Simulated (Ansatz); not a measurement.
**Data sheet: SrTaO3 (DFT)**

SrTaO₃:
Space group Pm-3m (No. 221); a = b = c = 3.984 Å, α = β = γ = 90.00°

| atom | site | symmetry | x | y | z |
|---|---|---|---|---|---|
| Sr | 1a | m-3m | 0.0000 | 0.0000 | 0.0000 |
| Ta | 1b | m-3m | 0.5000 | 0.5000 | 0.5000 |
| O | 3c | 4/mm.m | 0.0000 | 0.5000 | 0.5000 |

Space group Pm-3m (No. 221), cubic perovskite; conventional cell a = b = c = 3.9838 Å, α = β = γ = 90.00°.

Method: LDA in the plane-wave PAW code Ansatz. Structure relaxed to zero pressure with the same functional. Other levels are named where they apply.

Cell and energy:

| Item | Value |
|---|---|
| Volume per atom | 12.65 Å³ |
| Density | 8.31 g/cm³ |
| Formation energy from the elements (no fitted shifts) | -3.07 eV/atom |

Electronic structure:

| Property | Value |
|---|---|
| Electronic character | metallic (no gap) |
| Density of states at the Fermi level | 0.21 states/eV per atom (mean over ±0.08 eV) |

Mechanics:

| Item | Value |
|---|---|
| Bulk modulus (Birch–Murnaghan fit) | 2130 kbar |
| Pressure derivative B′ | 4.4 |
| Elastic constants (relaxed ions, GPa) | C11 = 444, C12 = 97.8, C44 = 53.0 |
| Mechanical stability | stable (all eigenvalues of C positive) |
| Hill bulk and shear moduli | 213 and 87.2 GPa |
| Young's modulus | 230 GPa |
| Poisson's ratio | 0.32 |
| Debye temperature from the elastic constants | 464 K |

Phonons:

| Quantity | Value |
|---|---|
| Highest zone-centre frequency | 666 cm^-1 |
| Zone-centre stability | no imaginary mode at Γ |

The first step of the workflow began from a Materials Project structure, measured or hypothetical; the Crystallography Open Database copy checked does not list it. Its standing as an ambient phase is unchecked. The cell was relaxed with LDA under the symmetry of its start. No spin polarisation was allowed. With an odd number of electrons in the cell and no spin polarisation, the count alone makes it a metal. As this level gives no gap, shear constants depend on the k-mesh and smearing (Fermi–Dirac, 0.1 eV here). As this level gives no gap, phonon frequencies hold no LO–TO term and depend on the k-mesh and smearing (Fermi–Dirac, 0.1 eV here). The references are the lowest solids computed at this level, not always the standard phases (solids in place of the gases). Spin–orbit coupling is left out wherever it is not named.

Potentials: the later of the program's two PAW sets.
